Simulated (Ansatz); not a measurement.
Below is a relaxed structure of BeZn₃Se₄. The cell was found from a structure generator's guess, not taken from experiment.

Level of theory: Ansatz 0.2.0, DFT PBE, scalar-relativistic, plane waves, PAW. Cutoff 420 eV, Γ-centred mesh, Gaussian smearing, no spin polarisation.

```xyz
8
Lattice="5.5919 0.0000 0.0000 0.0000 5.5919 0.0000 0.0000 0.0000 5.5919" Properties=species:S:1:pos:R:3 pbc="T T T"
Be    2.7960    2.7960    2.7960
Zn    0.0000    0.0000    2.7960
Zn    0.0000    2.7960    0.0000
Zn    2.7960    0.0000    0.0000
Se    1.4787    1.4787    1.4787
Se    1.4787    4.1132    4.1132
Se    4.1132    1.4787    4.1132
Se    4.1132    4.1132    1.4787
```

Formation energies are uncorrected and refer to the elements' standard structures at the same level.

(1) Find its symmetry and describe it.

(2) How far does it lie from the elements in energy?

(3) Is it a metal?

## Answers

(1) P-43m (No. 215), with Be and Zn ordered on zinc blende sites. Conventional cell: a = 5.592 Å. Be has 4 Se at 2.28 Å; around Zn lie 4 Se at 2.47 Å; Se is surrounded by 1 Be at 2.28 Å and 3 Zn at 2.47 Å.

(2) −0.716 eV/atom. Whether it is stable depends on the other phases of the system, which aren't compared here.

(3) No, the gap on the 6×6×6 mesh is 1.76 eV.

The last run used a 6×6×6 mesh for its 8-atom cell and Gaussian smearing of 0.02 eV. Kohn–Sham gaps at this level usually fall short of measured ones. The reference form of Se is held partly by dispersion forces, which this level lacks. Symmetry constrained the relaxation, so the result can be a saddle point.
